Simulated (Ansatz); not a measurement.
Relaxed MgO (rock salt):

```xyz
4
Lattice="0.0000 4.2044 4.2044 2.1022 2.1022 4.2044 2.1022 2.1022 0.0000" Properties=species:S:1:pos:R:3 pbc="T T T"
O      0.0000     0.0000     0.0000
O      2.1022     4.2044     2.1022
Mg     2.1022     2.1022     2.1022
Mg     2.1022     4.2044     4.2044
```

A phonon eigenvector at X = (0.5, 0.5, 0.0) is frozen into this cell: atom i moves by Q times the vector below, so Q is the largest atomic displacement, in Å. The cell is held. (q is in reciprocal vectors of the primitive cell; the cell shown is doubled to hold the pattern.)

| atom | x | y | z |
|---|---|---|---|
| O1 | 0.000 | 0.000 | -0.118 |
| O2 | 0.000 | 0.000 | 0.118 |
| Mg3 | 0.000 | 0.000 | 1.000 |
| Mg4 | 0.000 | 0.000 | -1.000 |

All values below come from r2SCAN (plane waves to 500 eV, PAW, scalar-relativistic; Ansatz, a quantum-chemistry and plane-wave program). k mesh 13×13×13 (Γ-centred), Fermi-Dirac smearing 0.05 eV. MgO was relaxed with its symmetry unable to fall. 

```tsv
Q (Å)	−dE/dQ from forces (eV/Å)
-0.100	3.420
-0.083	2.816
-0.067	2.232
-0.050	1.661
-0.033	1.101
-0.017	0.549
0.000	0.000
0.017	-0.549
0.033	-1.101
0.050	-1.661
0.067	-2.232
0.083	-2.816
0.100	-3.420
```

What harmonic wavenumber does the curvature at Q = 0 give?

427 cm⁻¹. E″ = 32.90 eV/Å², M = Σ mᵢ|uᵢ|² = 49.1 u, ν̃ = 521.5·√(|E″|/M).

(For displaced atoms, the force is minus the slope of the energy, and its curvature is a force constant, which sets phonon frequencies.)
